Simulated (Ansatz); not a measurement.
An ordered 4-atom cell of SnC3 on the diamond lattice (P-4m2) at its r2SCAN geometry, in Ansatz. The base run uses HSE06 on a modest mesh; each further run changes one setting, sensibly or not. Doubtful ones may also carry a cap on iterations. All numbers are computed, and spin polarisation is off unless an edit sets a moment.

Base input:
```yaml
crystal:
  lattice:
    - [2.9788882431, 0.0, 0.0]
    - [0.0, 2.9788882431, 0.0]
    - [0.0, 0.0, 4.6435166754]
  atoms:
    - { symbol: C, position: [0.5, 0.0, 0.820363275] }
    - { symbol: C, position: [0.5, 0.5, 0.0] }
    - { symbol: C, position: [0.0, 0.5, 0.179636725] }
    - { symbol: Sn, position: [0.0, 0.0, 0.5] }
kpoints:
  mp_grid: { grid: [4, 4, 4] }
hamiltonian:
  xc: hse06
scf:
  occupations: { method: fixed }
  n_extra_bands: 5
output:
  forces: true
  stress: true
  eigenvalues: true
```

Base results:
```
Basis set: ecut = 420 eV, 779 PW (Γ)
Symmetry: 8 space group operations
Space group: P-4m2 (ITA 115)
k-points: 18 of 64 (time reversal used)
Exchange kernel: α = 0.2500, screened, ω = 0.2079 Å⁻¹, Wigner–Seitz truncation, v(0) = 998.1277 eV·Å³, q-mesh 4×4×4
hybrid SCF converged: 2 outer / 10 inner (+6 warm-up)
Free energy (F): -6774.757479 eV
Fermi energy:    13.250334 eV
--- Forces (eV/Å), atoms counted from 1 ---
  atom   1  C       0.00000      0.00000      0.03535
  atom   2  C       0.00000      0.00000      0.00000
  atom   3  C       0.00000      0.00000    -0.03535
  atom   4  Sn      0.00000      0.00000      0.00000
--- Stress (GPa, compression-positive) ---
       -3.188901       0.000000       0.000000
        0.000000      -3.188901       0.000000
        0.000000       0.000000      -5.576149
  P = ⅓ Tr σ = -3.9847 GPa (-39.847 kbar)
--- Band table (eV; the first three rows and the last of 18) ---
  k-point 0: bands = […, 0.7905, 6.5354, 6.5354, 11.7634, 13.2503, 13.2503, 14.8006, 15.2053, 17.1284, 19.2011, …]
  k-point 1: bands = […, 3.4647, 6.7043, 6.7043, 10.0629, 12.5741, 12.5741, 14.8016, 15.9259, 17.5547, 19.6150, …]
  k-point 2: bands = […, 6.5068, 6.8956, 6.8956, 7.2793, 11.9769, 11.9769, 14.8305, 16.1611, 18.6464, 19.1852, …]
  k-point 17: bands = […, 0.2682, 5.6999, 6.0924, 6.1221, 6.1221, 6.5090, 18.0008, 18.0008, 19.0424, 20.5195, …]
```
The gap over this mesh is 1.152 eV.

Run as `ansatz run input.yaml --threads 4 --pin off --max-ram 3686MiB --backend cpu --events-out ev --progress --plain --runs-dir out`. Wall time 15 s on 4 threads of Arm Neoverse N1, on a shared host; peak host memory 0.73 GiB.

Task: These lines are set or replaced. What follows?
```yaml
hamiltonian:
  xc:
    exchange: pbe
    correlation: pbe
    exx: { coeff: 0.05, omega: 0.2078 }
```

Result: That is 5 % exact exchange, screened with ω = 0.2078 1/Å, against HSE06's 25 % screened at 0.208 1/Å. The mean stress moves by +5.2 GPa and the gap on the mesh by -0.669 eV (to 0.483). Totals of different functionals aren't comparable.
```
Exchange kernel: α = 0.0500, screened, ω = 0.2078 Å⁻¹, Wigner–Seitz truncation, v(0) = 998.7201 eV·Å³, q-mesh 4×4×4
hybrid SCF converged: 2 outer / 9 inner (+6 warm-up)
Free energy (F): -6771.518818 eV
Fermi energy:    13.643654 eV
--- Forces (eV/Å), atoms counted from 1 ---
  atom   1  C       0.00000      0.00000      0.27847
  atom   2  C       0.00000      0.00000      0.00000
  atom   3  C       0.00000      0.00000    -0.27847
  atom   4  Sn      0.00000      0.00000      0.00000
--- Stress (GPa, compression-positive) ---
        1.510254       0.000000       0.000000
        0.000000       1.510254       0.000000
        0.000000       0.000000       0.530161
  P = ⅓ Tr σ = 1.1836 GPa (11.836 kbar)
```

Task: These lines are set or replaced. What follows?
```yaml
basis:
  ecutwfc: 500
```

Result: 1057 plane waves in place of 779. The free energy moves by -2.5 meV an atom, the mean stress by 0.0 GPa and the gap on the mesh by +0.002 eV (to 1.154). The base cutoff was converged to that degree.
```
Basis set: ecut = 500 eV, 1057 PW (Γ)
hybrid SCF converged: 2 outer / 10 inner (+6 warm-up)
Free energy (F): -6774.767633 eV
Fermi energy:    13.248238 eV
--- Forces (eV/Å), atoms counted from 1 ---
  atom   1  C       0.00000      0.00000      0.03682
  atom   2  C       0.00000      0.00000      0.00000
  atom   3  C       0.00000      0.00000    -0.03682
  atom   4  Sn      0.00000      0.00000      0.00000
--- Stress (GPa, compression-positive) ---
       -3.161678       0.000000       0.000000
        0.000000      -3.161678       0.000000
        0.000000       0.000000      -5.588707
  P = ⅓ Tr σ = -3.9707 GPa (-39.707 kbar)
```

Task: The input is altered as follows. How does the run end?
```yaml
hamiltonian:
  xc: { exchange: pbe, correlation: pbe, exx: { coeff: 0.4, omega: 0.1 } }
```

Result: That is 40 % exact exchange, screened with ω = 0.1 1/Å, against HSE06's 25 % screened at 0.208 1/Å. The mean stress moves by -4.2 GPa and the gap on the mesh by +1.061 eV (to 2.212). Totals of different functionals aren't comparable. The program warns that on this mesh the truncation of the exchange isn't bounded, so part of the change can be an error of the mesh.
```
Exchange kernel: α = 0.4000, screened, ω = 0.1000 Å⁻¹, Wigner–Seitz truncation, v(0) = 2735.6918 eV·Å³, q-mesh 4×4×4
hybrid SCF converged: 3 outer / 15 inner (+6 warm-up)
Free energy (F): -6777.397029 eV
Fermi energy:    12.652232 eV
--- Forces (eV/Å), atoms counted from 1 ---
  atom   1  C       0.00000      0.00000    -0.15566
  atom   2  C       0.00000      0.00000      0.00000
  atom   3  C       0.00000      0.00000      0.15566
  atom   4  Sn      0.00000      0.00000      0.00000
--- Stress (GPa, compression-positive) ---
       -7.053992       0.000000       0.000000
        0.000000      -7.053992       0.000000
        0.000000       0.000000     -10.541560
  P = ⅓ Tr σ = -8.2165 GPa (-82.165 kbar)
```

Spin-orbit coupling is left out, which matters wherever the heavy atoms make up the band edges.

The stress of a hybrid is loosely converged in these runs.

The meshes of the hybrids are coarse, so their gaps aren't converged to the digits shown.
